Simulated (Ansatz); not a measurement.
**ZrC (Fm-3m), a vibration from a frozen displacement**

Theory: Ansatz, DFT PBEsol, scalar-relativistic, plane waves, PAW. The runs took a 420 eV cutoff, a Γ-centred 18×18×18 mesh and Gaussian smearing (0.15 eV). No spin polarisation. Energies are free energies at this smearing, counted from the undisturbed cell; pressure is positive in compression.

The starting cell (as given, not relaxed at this level; it stands at -4.6 GPa):

```
Zr C
1.0
     0.00000    2.35021    2.35021
     2.35021    0.00000    2.35021
     2.35021    2.35021    0.00000
Zr C
1 1
Direct
  0.50000 0.50000 0.50000
  0.00000 0.00000 0.00000
```

Every Zr atom is moved by x along the Cartesian unit vector (0.707, -0.707, 0.000); the cell and all other atoms stay fixed. The cell's volume is 25.96 Å³; the moved atoms weigh 91.224 u together and the others 12.011 u. Some rows repeat others by symmetry and weren't run.

```csv
x (Å),ΔE (meV/cell),total force on the moved atoms along the move (eV/Å),pressure (GPa)
-0.3000,303.56,2.1291,2.4884
-0.2625,229.93,1.8028,0.8198
-0.2250,167.95,1.5074,-0.6193
-0.1875,116.57,1.2359,-1.8326
-0.1500,75.01,0.9834,-2.8201
-0.1125,42.68,0.7410,-3.5888
-0.0750,19.33,0.5057,-4.1315
-0.0375,4.90,0.2602,-4.4514
0.0000,0.00,0.0000,-4.5584
0.0375,4.90,-0.2602,-4.4514
0.0750,19.33,-0.5057,-4.1315
0.1125,42.68,-0.7410,-3.5888
0.1500,75.01,-0.9834,-2.8201
0.1875,116.57,-1.2359,-1.8326
0.2250,167.95,-1.5074,-0.6193
0.2625,229.93,-1.8028,0.8198
0.3000,303.56,-2.1291,2.4884
```

Q: What frequency belongs to this motion?

A: The force constant is k = −dF/dx = 6.939 eV/Å², from the parabola through x = -0.0375, 0 and 0.0375. In every cell the moved atoms swing against the rest, so the mass is μ = m₁m₂/(m₁ + m₂) = 10.614 u, and ν̃ = 521.5 cm⁻¹ × √(|k|/μ) = 422 cm⁻¹, at this cell's pressure of -4.6 GPa. To first order in x, and within 1 %, the force on every atom lies along the move and, within each of the two groups, in proportion to the atom's mass, so this is itself a mode at the zone centre of this cell, taken without macroscopic field (the transverse frequency in a polar insulator).

Q: How far does the harmonic law reach?

A: At x = -0.300 Å, kx²/2 = 312.26 meV against the computed 303.56 meV (-2.8 %): the well is still close to harmonic there.

Q: The pressure changes with x². What does that say about the frequency under compression?

A: With E = k(V)x²/2, k ∝ V^(−2γ) and x scaling with the cell as V^(1/3), P − P0 = −∂E/∂V = (2γ − 2/3) ΔE/V. At x = 0.0750 Å, V(P − P0) = 25.96 × 0.42696 / 160.2 eV = 69.19 meV and ΔE = 19.33 meV, so γ = 1/3 + V(P − P0)/(2ΔE) = 2.12. This is the Grüneisen parameter of the motion under uniform scaling of the cell: shrinking the cell evenly by 1 % in volume raises the frequency by about 2.12 %.

The gap closes along the scan, which can put kinks into the curve.